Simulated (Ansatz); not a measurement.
Si2H2O3:
Space group R-3, hexagonal axes (No. 148); a = 8.7261 Å, b = 8.7261 Å, c = 14.5707 Å, α = 90.00°, β = 90.00°, γ = 120.00°

```json
[
 {"atom": "Si", "site": "18f", "symmetry": "1", "x": "0.1185", "y": "0.3368", "z": "0.1049"},
 {"atom": "Si", "site": "6c", "symmetry": "3.", "x": "0.0000", "y": "0.0000", "z": "0.3146"},
 {"atom": "H", "site": "18f", "symmetry": "1", "x": "0.0023", "y": "0.1549", "z": "0.0717"},
 {"atom": "H", "site": "6c", "symmetry": "3.", "x": "0.0000", "y": "0.0000", "z": "0.2137"},
 {"atom": "O", "site": "18f", "symmetry": "1", "x": "0.2017", "y": "0.0908", "z": "0.3523"},
 {"atom": "O", "site": "18f", "symmetry": "1", "x": "0.0034", "y": "0.4094", "z": "0.1568"}
]
```
(The calculation used a cell of 28 atoms; values per cell refer to that cell.)

Relaxed with LDA.

Problem. Give the optical modes at the zone centre with their infrared activity from DFPT, plane-wave PAW LDA (Ansatz code).

Solution. Transverse frequencies, without the LO–TO term; a row sums one degenerate level.

| ω (cm⁻¹) | degeneracy | IR ((D/Å)²/amu) | activity |
|---|---|---|---|
| 62 | 2 | 0.00 | IR-inactive |
| 63 | 1 | 0.00 | IR-inactive |
| 71 | 1 | 0.00 | IR-inactive |
| 80 | 2 | 0.02 | IR |
| 85 | 2 | 0.00 | IR-inactive |
| 87 | 1 | 0.00 | IR-inactive |
| 163 | 2 | 0.00 | IR-inactive |
| 164 | 1 | 0.00 | IR-inactive |
| 181 | 2 | 0.00 | IR-inactive |
| 271 | 2 | 0.67 | IR |
| 277 | 1 | 0.36 | IR |
| 294 | 1 | 0.04 | IR |
| 311 | 2 | 0.00 | IR-inactive |
| 312 | 1 | 0.00 | IR-inactive |
| 368 | 2 | 23.25 | IR |
| 368 | 1 | 12.40 | IR |
| 379 | 1 | 0.00 | IR-inactive |
| 385 | 2 | 0.00 | IR-inactive |
| 406 | 2 | 0.00 | IR-inactive |
| 449 | 2 | 14.99 | IR |
| 450 | 1 | 5.92 | IR |
| 455 | 1 | 0.00 | IR-inactive |
| 555 | 2 | 0.11 | IR |
| 558 | 1 | 0.41 | IR |
| 558 | 1 | 0.00 | IR-inactive |
| 601 | 2 | 0.00 | IR-inactive |
| 611 | 1 | 0.00 | IR-inactive |
| 673 | 2 | 0.40 | IR |
| 674 | 1 | 1.34 | IR |
| 683 | 2 | 0.00 | IR-inactive |
| 772 | 2 | 0.00 | IR-inactive |
| 777 | 2 | 1.30 | IR |
| 777 | 1 | 0.00 | IR-inactive |
| 800 | 1 | 28.83 | IR |
| 810 | 2 | 53.81 | IR |
| 831 | 2 | 0.00 | IR-inactive |
| 849 | 1 | 0.00 | IR-inactive |
| 865 | 1 | 3.23 | IR |
| 879 | 2 | 0.49 | IR |
| 888 | 2 | 0.00 | IR-inactive |
| 1049 | 2 | 0.00 | IR-inactive |
| 1050 | 2 | 0.84 | IR |
| 1055 | 1 | 0.00 | IR-inactive |
| 1091 | 1 | 2.34 | IR |
| 1102 | 1 | 0.00 | IR-inactive |
| 1108 | 2 | 156.14 | IR |
| 1108 | 2 | 0.00 | IR-inactive |
| 1113 | 1 | 72.33 | IR |
| 2258 | 1 | 1.79 | IR |
| 2260 | 2 | 0.00 | IR-inactive |
| 2266 | 2 | 15.16 | IR |
| 2267 | 1 | 0.00 | IR-inactive |
| 2286 | 1 | 5.86 | IR |
| 2286 | 1 | 0.00 | IR-inactive |

Problem. How high does the top mode go among those that the LO–TO term moves?

Solution. 2271 cm⁻¹ for q along x, 2271 cm⁻¹ for q along y, 2290 cm⁻¹ for q along z.

The workflow started from a Materials Project entry (that database holds measured and hypothetical structures alike); the Crystallography Open Database files this formula in space group No. 148, but the cells were not matched. Its standing as an ambient phase is unchecked. The LDA relaxation kept the symmetry of its start; its stability against distortions is not shown here. A crystal of weakly bound molecules computed without a dispersion correction: the cell and the soft elastic constants depend strongly on that.

Potentials: the later of the program's two PAW sets.
